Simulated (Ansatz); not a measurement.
Clean, relaxed (110) surface of Eu, space group Im-3m (No. 229) (top face towards +c; held atoms: 1):

```
CELL_PARAMETERS angstrom
3.79755 0.00000 0.00000
-1.26585 3.58036 0.00000
0.00000 0.00000 23.20137
ATOMIC_POSITIONS crystal
Eu 0.50000 0.50000 0.36636
Eu 0.00000 0.00000 0.49695
Eu 0.50000 0.50000 0.62763
```

Theory: Ansatz, DFT PBE, scalar-relativistic, plane waves, PAW. Plane waves to 420 eV, a k mesh through Γ of 8×8×1 on the computed 3-atom cell and Gaussian smearing (0.10 eV); collinear spin with starting moments 7.7 7.7 7.7 μB. The cell repeats along c with a dipole correction in the vacuum.

With the adsorbate the run is spin-polarised, its anchoring atom started with 1 μB.

Li (atom) is put at the bridge (Eu-Eu) at (0.50, 0.00) site, one adsorbate per 13.6 Å², and relaxed. The adsorption energy is E(slab + adsorbate) − E(slab) − E(free adsorbate, spin-polarised where open-shell). Heights count from the highest slab atom after relaxation. Bonded neighbours lie within 1.25 times the sum of covalent radii. With the adsorbate the cell is lengthened along c to keep the vacuum.

(1) How strongly does it bind, and where does its anchoring atom end?

(2) How high does its anchoring atom sit over the highest slab atom, and what is the shortest contact with the surface?

(3) The clean face has a work function of 2.66 eV. How does the adsorbate change it?

Another start, the hollow (Eu-Eu-Eu) at (0.17, 0.83) site, ends 0.11 eV lower.

(4) What spin moment does the cell carry?

Each end is the local minimum or symmetric point that its start leads to. On a slab this thin, differences under about 0.1 eV aren't settled.

The state reached may not be the lowest one. Spin-orbit coupling is left out, which matters for the bands of heavy elements. Without a Hubbard U the f levels lie too near the Fermi level, so gaps, band edges and the localisation of f electrons are unreliable.

Results:

(1) -1.50 eV; at (0.50, 0.00), 2 bonded neighbours.

(2) 2.92 Å; Li–Eu 3.49 Å.

(3) By +0.27 eV.

(4) 22.37 μB.

For this end the change of work function follows from the dipole (Helmholtz): Δφ = −(e/ε0)·Δp/A = −180.95 V·Å × (-0.019 e·Å) / 13.6 Å² = +0.25 eV, against +0.27 eV computed; strictly the dipole sets the difference between the two faces. The added dipole points into the slab (negative end outward), which raises the work function.
